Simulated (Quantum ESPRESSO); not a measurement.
**Band energies of P monolayer**

```
P
1.0
    4.41288     0.00000     0.00000
    0.00000     3.29685     0.00000
    0.00000     0.00000    15.10000
P
4
Cartesian
  4.36676   0.00000  -1.05623
  1.43927   1.64842  -1.05623
  3.64571   0.00000   1.05623
  2.16032   1.64842   1.05623
```

PBEsol (Quantum ESPRESSO, PseudoDojo norm-conserving, 44 Ry, without SOC); path ΓXSYΓS; energies in eV from the valence-band maximum.

| k (1/Å) | point | band 6 | band 7 | band 8 | band 9 | band 10 | band 11 | band 12 | band 13 |
|---|---|---|---|---|---|---|---|---|---|
| 0.00 | Γ | -4.48 | -3.55 | -1.91 | -1.79 | 0.00 | 0.72 | 1.42 | 2.63 |
| 0.12 |  | -4.48 | -3.53 | -1.80 | -1.78 | -0.21 | 0.91 | 1.44 | 2.59 |
| 0.36 |  | -3.97 | -3.40 | -1.90 | -1.03 | -0.99 | 1.55 | 1.64 | 2.26 |
| 0.60 |  | -3.14 | -2.87 | -2.11 | -1.90 | -0.27 | 1.80 | 1.84 | 2.44 |
| 0.83 |  | -2.80 | -2.79 | -2.43 | -1.60 | -0.59 | 1.94 | 2.01 | 3.20 |
| 0.95 | X | -3.15 | -2.62 | -2.62 | -1.06 | -1.06 | 2.02 | 2.02 | 3.39 |
| 1.19 |  | -4.59 | -2.98 | -2.98 | -1.05 | -1.05 | 2.69 | 2.69 | 3.53 |
| 1.43 |  | -5.97 | -3.41 | -3.41 | -1.63 | -1.63 | 2.93 | 2.93 | 3.54 |
| 1.66 | S | -5.08 | -4.96 | -4.96 | -1.33 | -1.33 | 2.37 | 2.37 | 4.25 |
| 1.77 |  | -5.19 | -4.80 | -4.80 | -1.33 | -1.33 | 2.39 | 2.39 | 4.00 |
| 1.98 |  | -5.33 | -4.28 | -4.28 | -1.38 | -1.38 | 2.31 | 2.31 | 3.09 |
| 2.19 |  | -5.23 | -3.69 | -3.69 | -1.47 | -1.47 | 1.49 | 1.49 | 3.05 |
| 2.41 |  | -4.99 | -3.13 | -3.13 | -1.74 | -1.74 | 1.05 | 1.05 | 2.53 |
| 2.51 |  | -4.90 | -2.89 | -2.89 | -1.95 | -1.95 | 1.12 | 1.12 | 2.08 |
| 2.62 | Y | -4.87 | -2.77 | -2.77 | -2.07 | -2.07 | 1.22 | 1.22 | 1.84 |
| 2.72 |  | -4.76 | -3.11 | -2.64 | -2.17 | -1.69 | 1.26 | 1.29 | 1.57 |
| 2.92 |  | -5.17 | -3.97 | -2.89 | -1.76 | -0.69 | 0.95 | 1.64 | 2.65 |
| 3.13 |  | -4.60 | -4.59 | -2.73 | -1.80 | -0.08 | 0.96 | 2.24 | 3.19 |
| 3.23 |  | -4.55 | -3.90 | -2.15 | -1.88 | 0.00 | 0.78 | 1.93 | 3.03 |
| 3.33 | Γ | -4.48 | -3.55 | -1.91 | -1.79 | 0.00 | 0.72 | 1.42 | 2.63 |
| 3.41 |  | -4.49 | -3.64 | -1.91 | -1.84 | -0.07 | 0.81 | 1.56 | 2.76 |
| 3.58 |  | -4.54 | -3.92 | -2.60 | -1.49 | -0.46 | 1.23 | 2.55 | 2.55 |
| 3.75 |  | -4.63 | -3.34 | -3.33 | -1.29 | -0.90 | 1.70 | 2.02 | 3.39 |
| 3.84 |  | -4.78 | -3.51 | -2.94 | -1.43 | -1.10 | 1.94 | 2.10 | 2.76 |
| 4.01 |  | -5.20 | -3.57 | -2.58 | -1.94 | -1.24 | 1.83 | 2.38 | 2.85 |
| 4.18 |  | -5.41 | -3.92 | -3.13 | -1.96 | -1.18 | 1.94 | 2.67 | 3.55 |
| 4.35 |  | -5.34 | -4.51 | -4.07 | -1.56 | -1.27 | 2.34 | 2.74 | 3.37 |
| 4.52 | S | -5.08 | -4.96 | -4.96 | -1.33 | -1.33 | 2.37 | 2.37 | 4.25 |

The PBEsol gap is 0.72 eV and nearly direct: the edges lie at 86 % of the way from Y to Γ and Γ, the smallest direct gap within 0.02 eV of it. Another valence extremum on the path lies within 0.02 eV, too close to call. The valence-band maximum lies 4.92 eV below the vacuum level.

Geometry relaxed with PBEsol.

Letters of k points follow the standard setting of the lattice, whose axes may be ordered differently from the printed cell.
